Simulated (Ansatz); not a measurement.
Level of theory: Ansatz, DFT PBE, scalar-relativistic, plane waves, PAW. Settings: cutoff 420 eV, Γ-centred meshes spaced at most about 0.3 Å⁻¹, and about 0.25 Å⁻¹ or finer for metals (2π included), Gaussian smearing. No spin polarisation in the final relaxations.

These are static total energies at zero pressure.

Compare these two cells of Y2HfF, each relaxed at this level.

1.

```
CELL_PARAMETERS angstrom
5.70967 0.00000 0.00000
-2.85484 4.94472 0.00000
0.00000 0.00000 4.02547
ATOMIC_POSITIONS crystal
Y 0.33333 0.66667 0.54275
Y 0.66667 0.33333 0.54275
Hf 0.00000 0.00000 0.27678
F 0.00000 0.00000 0.77843
```

2.

```
CELL_PARAMETERS angstrom
4.73350 0.00000 0.00000
0.00000 4.73350 0.00000
0.00000 0.00000 8.64463
ATOMIC_POSITIONS crystal
Y 0.00000 0.50000 0.67042
Y 0.50000 0.00000 0.32958
Y 0.50000 0.50000 0.00000
Y 0.00000 0.00000 0.00000
Hf 0.50000 0.00000 0.71822
Hf 0.00000 0.50000 0.28178
F 0.00000 0.50000 0.00769
F 0.50000 0.00000 0.99231
```

Question: Which would you expect to be lower, and how large is the difference?

Answer: Cell 2 is lower, by 0.33 eV/atom. Cell 1 has space group P6mm (No. 183), 28.4 Å³/atom and no gap on its mesh; cell 2 has space group P4/nmm (No. 129), 24.2 Å³/atom and no gap. Counting Hf or Y atoms around F (for each partner element, those within 1.25 times its shortest distance or 1.15 times the sum of covalent radii, where it is the nearest in units of that sum or under 1.3; a plus sign parts groups by distance over the sum of covalent radii), cell 1 has F 2 and cell 2 has F 5+1. The denser one is the lower, and pressure would at first widen the difference. In cell 1, Y is surrounded by 3 Y at 3.30 Å, 3 F at 3.43 Å, 3 Hf at 3.47 Å and 2 Y at 4.03 Å; around Hf lie 2 F at 2.01–2.02 Å and 6 Y at 3.47 Å; F has 2 Hf at 2.01–2.02 Å and 6 Y at 3.43 Å. In cell 2, around Y on a site of symmetry 4mm lie 1 F at 2.92 Å, 5 Hf at 3.36–3.37 Å and 4 Y at 3.70 Å; Hf has 1 F at 2.37 Å and 9 Y at 3.36–3.40 Å; F is surrounded by 4 Y at 2.37 Å, 1 Hf at 2.37 Å and 1 Y at 2.92 Å; 1 more site not described. Both come from invented guesses. A third cell relaxed alike, in P4/mmm, lies 0.40 eV/atom below the lower of the two.

These runs have no spin–orbit coupling, which can matter for Hf. In P6mm an odd number of electrons in the primitive cell allows no gap without spin; a larger cell or a magnetic state could open one. A magnetic state wasn't ruled out in cells without spin, among them P6mm, P4/nmm. Cells relaxed within their symmetry can be saddle points.
